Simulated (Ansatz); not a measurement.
Fields on a plane of Bi2Te3 (Bi2Te3 type, space group R-3m)

```yaml
crystal:
  lattice:
    - [2.15783, 1.24582, 9.87406]
    - [-2.15783, 1.24582, 9.87406]
    - [0.00000, -2.49164, 9.87406]
  atoms:
    - { symbol: Bi, position: [0.40072, 0.40072, 0.40072] }
    - { symbol: Bi, position: [0.59928, 0.59928, 0.59928] }
    - { symbol: Te, position: [0.00000, 0.00000, 0.00000] }
    - { symbol: Te, position: [0.20741, 0.20741, 0.20741] }
    - { symbol: Te, position: [0.79259, 0.79259, 0.79259] }
```

The slice is a (0001) plane (indices of the conventional cell) through the point (0.000, 0.000, 0.000) (fractional), spanned by u = [1 0 -1] and v = [-1 2 -1] in vectors of this cell: u (4.32 Å) and v (7.47 Å, at 90° to u). It covers one period; positions are fractions (u, v).

Atoms on it: Te at (0.00, 0.00); Te at (0.50, 0.50).

Level of theory: PBEsol-D3(BJ) (plane waves to 420 eV, PAW, scalar-relativistic; Ansatz, a quantum-chemistry and plane-wave program). k mesh 9×9×9. Near the nuclei the fields are pseudised (PAW); where an atom keeps semicore shells as valence, they peak there. Bi2Te3 was relaxed with its symmetry unable to fall. Spin-orbit coupling is left out, though Bi and Te are heavy. The PAW data are Ansatz's earlier set.

```
v \ u  0.00  0.14  0.29  0.43  0.57  0.71  0.86
-----  ----  ----  ----  ----  ----  ----  ----
0.88   -0.2  -0.4  -0.8  -1.3  -1.3  -0.8  -0.4
0.75   -1.1  -1.2  -1.2  -1.2  -1.2  -1.2  -1.2
0.62   -1.3  -1.1  -0.6  -0.2  -0.2  -0.6  -1.1
0.50   -1.2  -0.8  -0.1   1.1   1.1  -0.1  -0.8
0.38   -1.3  -1.1  -0.6  -0.2  -0.2  -0.6  -1.1
0.25   -1.1  -1.2  -1.2  -1.2  -1.2  -1.2  -1.2
0.12   -0.2  -0.4  -0.8  -1.3  -1.3  -0.8  -0.4
0.00    1.3   0.5  -0.5  -1.1  -1.1  -0.5   0.5
```

Values: log₁₀ of the valence density in e/Å³. The scale is logarithmic, as a density can span decades between atoms and voids.

```
|xxxxxxxx22889999998822xxxxxx|
|xxxxxx005588999999885500xxxx|
|xxxx0044779999999999774400xx|
|2233557799999999999999775533|
|7788889999999999999999998888|
|9999999999999999999999999999|
|9999999999888877888899999999|
|9999999977553322335577999999|
|999999774400xxxxxx0044779999|
|9999885500xxxxxxxxxx00558899|
|99998822xxxxxxxxxxxxxx228899|
|99997711xxxxxxxxxxxxxx117799|
|99998822xxxxxxxxxxxxxx228899|
|9999885500xxxxxxxxxx00558899|
|999999774400xxxxxx0044779999|
|9999999977553322335577999999|
|9999999999888877888899999999|
|9999999999999999999999999999|
|7788889999999999999999998888|
|2233557799999999999999775533|
|xxxx0044779999999999774400xx|
|xxxxxx005588999999885500xxxx|
|xxxxxxxx22889999998822xxxxxx|
|xxxxxxxx11779999997711xxxxxx|
```
Scale: ten equal steps from -1.00 (start of '0') to 7.50 (end of '9'), in the order '0123456789'. Values: electrostatic potential energy of an electron, from the cell's mean, in eV. The map has 14 points along u (two characters each, u = 0 at the left) and 24 along v (v = 0 in the bottom row). Points within 1 Å of a nucleus are blanked (x), as the pseudised field means little there. Values under -1 eV are set to -1. The zero, the cell's mean, hangs on the PAW cores.
